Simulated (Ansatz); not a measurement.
Property card for As

As:
Space group I4₁32 (No. 214); a = b = c = 6.8988 Å, α = β = γ = 90.00°

| atom | site | symmetry | x | y | z |
|---|---|---|---|---|---|
| As | 8a | .32 | 0.1250 | 0.1250 | 0.1250 |
(The calculation used a cell of 4 atoms; values per cell refer to that cell.)

Space group I4_132 (No. 214); conventional cell a = b = c = 6.8988 Å, α = β = γ = 90.00°.

Method: plane-wave PAW r²SCAN (Ansatz code). Structure relaxed to zero pressure with the same functional. Other levels are named where they apply.

### Cell and energy

```yaml
volume_per_atom: 41.04 Å³
density: 3.03 g/cm³
```

### Electronic structure

```yaml
electronic_character: metallic (no gap)
Density of states at the Fermi level: 0.61 states/eV per atom (mean over ±0.08 eV)
Gap with spin–orbit coupling: none (metallic)
```

### Mechanics

```yaml
Bulk modulus (Birch–Murnaghan fit): 31.3 GPa
Pressure derivative B′: 2.9
Elastic constants (relaxed ions, GPa): C11 = 29.3, C12 = 32.9, C44 = 0.7
mechanical_stability: unstable (C has a negative eigenvalue)
```

The start of the workflow was typed in or built on a structure type; neither database checked (COD, Materials Project) lists it. It is not the phase usual at ambient conditions (space group No. 166). The cell was relaxed with r²SCAN under the symmetry of its start. The volume moved by 53 % from the start of the relaxation. As this level gives no gap, shear constants depend on the k-mesh and smearing (Fermi–Dirac, 0.1 eV here). Scalar-relativistic: spin–orbit coupling is off unless named, which matters more the heavier the elements.

Potentials: the earlier of the program's two PAW sets.
